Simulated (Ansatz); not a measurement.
**Slab of hcp Hf (0001), 6 layers**

The slab is cut from the hcp crystal, the stable phase, as relaxed on PAW files (22.54 Å³/atom), with 16 Å of vacuum and a dipole correction:

```xyz
6
Lattice="3.2032 0.0000 0.0000 -1.6016 2.7741 0.0000 0.0000 0.0000 28.6824" Properties=species:S:1:pos:R:3 pbc="T T T"
Hf    2.4024    0.4623    8.0000
Hf   -0.8008    2.3117   10.5365
Hf    2.4024    0.4623   13.0730
Hf   -0.8008    2.3117   15.6094
Hf    2.4024    0.4623   18.1459
Hf   -0.8008    2.3117   20.6824
```

Level of theory: DFT with PBE, scalar-relativistic, in Ansatz 0.2.0; a Γ-centred 12×12×1 k mesh, Fermi–Dirac smearing of 0.1 eV, no spin polarisation. LAPW: all electrons, basis error target 1 meV/atom; PAW: frozen-core files, cutoff 420 eV.

The bulk energy comes from a cell in the slab's orientation on a 12×12×7 mesh. The surface energy is (E(slab) − N·E(bulk))/2A at zero smearing, the mean of both faces; thin slabs carry quantum-size effects.

Spin–orbit coupling is left out, which matters for the heavy atoms.

As cut, the LAPW slab lies 2.050 eV above 6 atoms of bulk. What surface energy is that?

Over two faces of 8.89 Å² it is 115.4 meV/Å², and times 16.02 J/m² per eV/Å² that gives γ = 1.848 J/m².

| method | γ as cut (J/m²) | γ relaxed (J/m²) | Φ as cut (eV) | Φ relaxed (eV) |
| --- | --- | --- | --- | --- |
| LAPW | 1.848 | 1.734 | 4.36 | 4.33 |
| PAW | 1.848 | 1.733 | 4.35 | 4.33 |

How do the spacings between the planes relax?

From the bottom face up: d12 -6.3 % of 2.536 Å, d23 +3.2 % of 2.536 Å, d34 -1.7 % of 2.536 Å, d45 +3.2 % of 2.536 Å, d56 -6.3 % of 2.536 Å.

What changes if the vacuum is set to 13 Å?

LAPW then gives: no gap, work function 4.33 eV; PAW: no gap, work function 4.33 eV. The program warns that the vacuum is too thin.
